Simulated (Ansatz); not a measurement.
## Property card for Y3Si2Ni6

Y3Si2Ni6:
```
Y3Si2Ni6
1.0
   -4.36449     4.36449     4.36449
    4.36449    -4.36449     4.36449
    4.36449     4.36449    -4.36449
Y Si Ni
6 4 12
Cartesian
  2.51082   0.00000   0.00000
  6.21816   0.00000   0.00000
  0.00000   2.51082   0.00000
  0.00000   6.21816   0.00000
  0.00000   0.00000   2.51082
  0.00000   0.00000   6.21816
  2.18225   2.18225   2.18225
 -2.18225   2.18225   2.18225
  2.18225   2.18225  -2.18225
  2.18225  -2.18225   2.18225
  0.00000   2.87471   2.87471
  4.36449   1.48978   1.48978
  1.48978   4.36449  -1.48978
 -1.48978   4.36449   1.48978
  4.36449   1.48978  -1.48978
  4.36449  -1.48978   1.48978
  2.87471   0.00000   2.87471
  1.48978   4.36449   1.48978
 -1.48978   1.48978   4.36449
  1.48978  -1.48978   4.36449
  2.87471   2.87471   0.00000
  1.48978   1.48978   4.36449
```

Space group Im-3m (No. 229); conventional cell a = b = c = 8.729 Å, α = β = γ = 90.00°.

Method: r²SCAN (plane waves, PAW; program Ansatz). The cell and atoms are relaxed at this level. Other levels are named where they apply.

### Cell and energy

```yaml
volume_per_atom: 15.12 Å³
density: 6.74 g/cm³
Formation energy from the elements (no fitted shifts): -0.65 eV/atom
```

### Electronic structure

```yaml
electronic_character: metallic (no gap)
Density of states at the Fermi level: 0.21 states/eV per atom (mean over ±0.08 eV)
```

The first step of the workflow began from a Materials Project structure, measured or hypothetical; the Crystallography Open Database copy checked does not list it. Its standing as an ambient phase is unchecked. Symmetry was held in the r²SCAN relaxation; whether a distortion lowers the energy is not shown. The run is not spin-polarised. The references are the lowest solids computed at this level, not always the standard phases. Scalar-relativistic: spin–orbit coupling is off unless named, which matters more the heavier the elements.

Potentials: the later of the program's two PAW sets.
